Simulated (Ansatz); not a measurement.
The start is a relaxed SnO2 cell deformed by the Cartesian strain tensor (xx, yy, zz, yz, xz, xy) = (0.008, 0.057, 0.028, -0.035, -0.101, 0.037). Cell shape, volume and atoms are optimised at zero target pressure with r2SCAN (plane waves to 500 eV, PAW, scalar-relativistic; Ansatz, an electronic-structure program). First-step values are on the input's coarse k-mesh.

Ansatz input (later rounds restart from its end on a renewed k-mesh):
Ansatz 0.2 input:
```yaml
crystal:
  lattice:
    - [4.7965733369, 0.1784439485, -0.4782297821]
    - [0.1784439485, 5.0297400963, -0.1665476853]
    - [-0.3216126806, -0.1120044161, 3.2897297076]
  atoms:
    - { symbol: Sn, position: [0, 0, 0] }
    - { symbol: Sn, position: [0.5, 0.5, 0.5] }
    - { symbol: O, position: [0.3059047638, 0.3059047638, 0] }
    - { symbol: O, position: [0.8059047638, 0.1940952362, 0.5] }
    - { symbol: O, position: [0.1940952362, 0.8059047638, 0.5] }
    - { symbol: O, position: [0.6940952362, 0.6940952362, 0] }
basis: { ecutwfc: 500, ecutrho_ratio: 4, xc_grid: 4, fft_grid_basis: typed }
kpoints: { mp_grid: { grid: [5, 5, 7] } }
hamiltonian:
  xc: r2scan
  dispersion: none
  pseudopotentials: { azcp: { folder: ./paw }, kind: paw }
scf: { occupations: { method: fermi_dirac, width: 0.05 } }
relax: { f_tol: 0.01, max_steps: 100, cell: { stress_tol: 0.02 } }
output: { forces: true, stress: true }
```

Task: How large is the pressure on the unrelaxed cell, and of which sign?

Result: -8.0 GPa (negative: the cell is under tension).

Task: How much energy is released per atom?

Result: 0.23 eV/atom.

Task: Does it find its way back to the structure it was made from?

Result: It relaxes back to the parent, P4₂/mnm (No. 136).

Task: How do the shortest distances between atoms change?

Result: The closest pairs of elements (up to four, under 3.6 Å), start → end: O–Sn 1.97 → 2.06 Å; O–O 2.60 → 2.61 Å; Sn–Sn 3.31 → 3.20 Å.

Task: Is the relaxed structure metallic? Give its gap.

Result: 1.79 eV, direct at Γ (no spin-orbit coupling).

The end point of the relaxation:

Space group P4₂/mnm (No. 136); a = 4.759 Å, b = 4.759 Å, c = 3.200 Å, α = 90.00°, β = 90.00°, γ = 90.00°

| atom | site | symmetry | x | y | z |
|---|---|---|---|---|---|
| Sn | 2a | m.mm | 0.0000 | 0.0000 | 0.0000 |
| O | 4f | m.2m | 0.3059 | 0.3059 | 0.0000 |

Final values are on a 7×7×10 k-mesh of the relaxed cell. No spin polarisation in the result.

The run could not lose the symmetry of its start.
